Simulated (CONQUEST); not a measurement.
Worked example: self-consistent single point of Li2SiSnS4 (I-42m, 16 atoms in the cell; from Materials Project mp-1021497) in CONQUEST.

Method: PBEsol, numerical atomic orbitals double-zeta with polarisation (the shipped basis), PseudoDojo norm-conserving potentials made for PBEsol (CONQUEST 1.3).

```
Li2SiSnS4
1.0
    6.47047     0.00000     0.00000
    0.00000     6.47047     0.00000
    0.00000     0.00000     7.72884
Li Si Sn S
4 2 2 8
Direct
  0.50000   0.00000   0.25000
  0.00000   0.50000   0.25000
  0.00000   0.50000   0.75000
  0.50000   0.00000   0.75000
  0.00000   0.00000   0.50000
  0.50000   0.50000   0.00000
  0.00000   0.00000   0.00000
  0.50000   0.50000   0.50000
  0.30801   0.30801   0.15830
  0.80801   0.19199   0.34170
  0.19199   0.19199   0.65830
  0.19199   0.80801   0.34170
  0.80801   0.80801   0.65830
  0.30801   0.69199   0.84170
  0.69199   0.69199   0.15830
  0.69199   0.30801   0.84170
```

Reference input (self-consistent single point, DFT, PBEsol, numerical atomic orbitals double-zeta with polarisation (the shipped basis), PseudoDojo norm-conserving potentials made for PBEsol): basis = DZP; Diag.MPMeshX, Y, Z = 3 3 3; potentials = PseudoDojo norm-conserving PBEsol; Grid.GridCutoff = 140 Ha; DM.SolutionMethod = diagon; Diag.kT = 0.0001 Ha; Diag.GammaCentred = true; minE.SCTolerance = 1.0e-07; SC.MaxIters = 100; SC.LinearMixingFactor = 0.3; AtomMove.TypeOfRun = static. This run's input differs from it in these lines:

```diff
@@ -18,5 +18,5 @@
 Diag.MPMesh                    T
-Diag.MPMeshX                   3
-Diag.MPMeshY                   3
-Diag.MPMeshZ                   3
+Diag.MPMeshX                   2
+Diag.MPMeshY                   2
+Diag.MPMeshZ                   1
 Diag.GammaCentred              T
```

Log, with long lists cut:

```
    new_SC_potl: Starting.  Tolerance:  0.10000E-06

    PulayMixSC: Starting Pulay mixing, A_up =  0.300 A_dn =  0.300
    PulayMixSC: Spin non-polarised calculation.
          Harris-Foulkes Energy            :      -283.010459406600717 Ha
          (TS=0 as O(N) or entropic contribution is negligible)
          DFT Total Energy                 :      -282.768821130410515 Ha
          Total number of electrons        :        95.999999999998451
    PulayMixSC: Pulay iteration     1 residual:              0.18690E-02
          Harris-Foulkes Energy            :      -282.910493779236049 Ha
   [... lines left out ...]
          (TS=0 as O(N) or entropic contribution is negligible)
          DFT Total Energy                 :      -282.892181217112352 Ha
          Total number of electrons        :        96.000107447432811
    PulayMixSC: Pulay iteration     9 residual:              0.15572E-06
          Harris-Foulkes Energy            :      -282.892181217418511 Ha
          (TS=0 as O(N) or entropic contribution is negligible)
          DFT Total Energy                 :      -282.892181217271286 Ha
          Total number of electrons        :        96.000107449129089
    PulayMixSC: Pulay iteration    10 residual:              0.88247E-07
    PulayMixSC: Reached SCF tolerance of  0.88247E-07 after     10 iterations
      | Number of electrons      =        96.000107
      |* band energy as 2Tr[K.H] =       -63.538853576254503 Ha
      |  screened ion-ion energy =      -202.942478722427438 Ha
      |  Ha correction           =         1.006749518527851 Ha
      |  XC correction           =       -17.417595022337007 Ha
      |* Harris-Foulkes energy   =      -282.892181217418511 Ha
      |* DFT total energy        =      -282.892181217271286 Ha
      |  estimated accuracy      =        -0.000000000147224 Ha

    force: Forces on atoms (Ha/a0)
    force:  Atom   X              Y              Z
    force:     1   0.0000000000   0.0000000000  -0.0000000020
    force:     2   0.0000000000   0.0000000000  -0.0000000020
   [... lines left out ...]
    force: Maximum force :        0.00490146(Ha/a0) on atom        16 in z direction
   [... lines left out ...]
    force: Force Residual:        0.00381661 Ha/a0
    force: Total stress:          0.68790170    -0.00000000     0.00000000 GPa
                            -0.00000000     0.68790170     0.00000000
                             0.00000000     0.00000000    -0.43351873
    force: Average pressure:     -0.31409489 GPa

    force: Finished force
    get_E_and_F: Change in energy during last step of electronic optimisation:  0.22965E-10
```

The run converged in 10 iterations. CONQUEST prints the stress tensor with tension positive. Against the reference run the free energy goes up by 29.0 meV/atom, the pressure goes from -1.10 to -0.31 GPa and the largest force goes from 0.188 to 0.278 eV/Å.

The program uses no crystal symmetry, so grid and mesh can part values that symmetry would make equal. The atom-centred basis is finite, which shifts total energies, pressures and forces against plane waves. This run is one point of a test of settings, so its values need not be converged; read them against the reference run alone. The structure comes from a collection of computed structures, made at another level of theory; the collection holds predicted forms beside known ones.

Cost on one core: very roughly 90 core-seconds.
